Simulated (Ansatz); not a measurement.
### Question
Name crystals whose computed values (PBEsol in the plane-wave PAW code Ansatz) fall in these windows: B₀ by P(V) fit (GPa) 41 to 50; gap (eV) 0.55 to 0.76; electron conductivity mass (mₑ) 0.10 to 0.14.

### Answer


```csv
crystal,B₀ by P(V) fit (GPa),gap (eV),electron conductivity mass (mₑ)
"TePb, rock salt",44.9,0.65,0.12
```
Others may fit too.

The cell was relaxed under the symmetry of its start. Spin–orbit coupling is left out wherever it is not named.

Potentials: the later of the program's two PAW sets.
